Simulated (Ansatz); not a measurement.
Starting cell, W (bcc, W type):

```
W
1.0
   -3.18352     3.18352     3.18352
    1.59176    -1.59176     1.59176
    1.59176     1.59176    -1.59176
W
2
Direct
  0.00000   0.00000   0.00000
  0.50000   0.00000   0.00000
```

A phonon eigenvector at N = (0.5, 0.0, 0.0) is frozen into this cell: atom i moves by Q times the vector below, so Q is the largest atomic displacement, in Å. The cell is held. (q is in reciprocal vectors of the primitive cell; the cell shown is doubled to hold the pattern.)

```csv
atom,x,y,z
W1,0.000,-0.707,-0.707
W2,0.000,0.707,0.707
```

All values below come from PBE (plane waves to 420 eV, PAW, scalar-relativistic; Ansatz, a first-principles code). k mesh 10×20×20 (Γ-centred), Fermi-Dirac smearing 0.05 eV. The energy includes the smearing's −TS. With partly filled bands, energies and forces of such displacements shift with the k mesh and the smearing. Spin-orbit coupling is left out, though W is heavy. W is run without spin polarisation. W was relaxed with its symmetry unable to fall. The zero of ΔE is the undisplaced structure. The last digit holds for this mesh only.

| Q (Å) | ΔE (meV/cell) |
|---|---|
| -0.180 | 996.8 |
| -0.150 | withheld |
| -0.120 | 451.4 |
| -0.090 | 256.5 |
| -0.060 | 114.8 |
| -0.030 | 28.8 |
| 0.000 | 0.0 |
| 0.030 | 28.8 |
| 0.060 | 114.8 |
| 0.090 | 256.5 |
| 0.120 | 451.4 |
| 0.150 | withheld |
| 0.180 | 996.8 |

Problem. Fit an even polynomial form (powers 2, 4, 6) to the given rows and predict ΔE at Q = -0.150.

Solution. Least squares on the 11 given rows: ΔE = (32130)·Q² + (-63870)·Q⁴ + (671700)·Q⁶, in meV/cell with Q in Å; root-mean-square residual 0.06 meV/cell. At -0.150 the fit gives 698.2 meV/cell; the calculation gives 699.2 meV/cell, so the interpolation is off by -1.0 (-0.1 %). The quadratic term alone would give 722.9 meV/cell.

(For displaced atoms, the force is minus the slope of the energy, and its curvature is a force constant, which sets phonon frequencies.)
